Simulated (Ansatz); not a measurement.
A frame of Cu3Au13 from dynamics at 1400 K, with the forces (eV/Å) computed on a k mesh in the last three columns. Method: DFT PBE, scalar-relativistic, plane waves, PAW in Ansatz.

Plane waves to 420 eV, a k mesh through Γ of 4×4×4 on the computed 16-atom cell and Fermi–Dirac smearing (0.12 eV); no spin polarisation.

```xyz
16
Lattice="6.686 0.086 -0.062 0.086 6.611 -0.008 -0.062 -0.008 6.544" Properties=species:S:1:pos:R:3:forces:R:3 pbc="T T T"
Au    1.463    3.002    3.166    0.480   -1.070    1.660
Au    1.771    3.120    6.213    0.230   -2.400   -2.170
Au    4.838    6.030    0.190    0.610    0.100    0.050
Au    5.654    3.336    2.388   -1.260    0.470   -0.150
Au    0.440    0.864    1.490   -3.070    0.650   -1.110
Au    1.359    5.769    3.466   -0.370   -0.690    0.930
Au    2.175    0.156    5.920    0.090   -0.130   -0.240
Au    4.530    2.442    0.098   -0.300   -0.560    0.630
Au    5.126    6.431    3.102    0.310   -1.740   -0.590
Au    6.032    3.910    5.082    0.450    0.720   -0.590
Au    6.490    1.149    4.792    0.260    0.770    1.010
Au    2.866    0.812    2.035    2.180    0.750   -0.090
Au    2.836    4.456    1.572    2.860    1.250    0.590
Cu    3.753    1.602    4.373   -0.300    0.590   -0.190
Cu    3.663    4.606    4.787   -0.900    0.050   -0.450
Cu    0.633    5.008    0.523   -1.270    1.250    0.710
```

Static pressure 4.4 GPa (no kinetic part), no gap on the mesh.

Counting as bonded all pairs within 1.3 times the summed covalent radii:

```tsv
atom → neighbour	mean count	mean length (Å)	spread (Å)
Au → Au	8.77	2.97	0.25
Au → Cu	2.31	2.90	0.32
Cu → Au	10.00	2.90	0.32
Cu → Cu	0.67	3.03	0.00
```

Angles between all pairs of such bonds at an atom (mean ± spread): 96 ± 34° at Au, 96 ± 34° at Cu.

Spin-orbit coupling is left out, which matters for the bands of heavy elements.

Cost: 1 run of about 4.8 core-minutes, on Arm Neoverse V2 (shared hosts).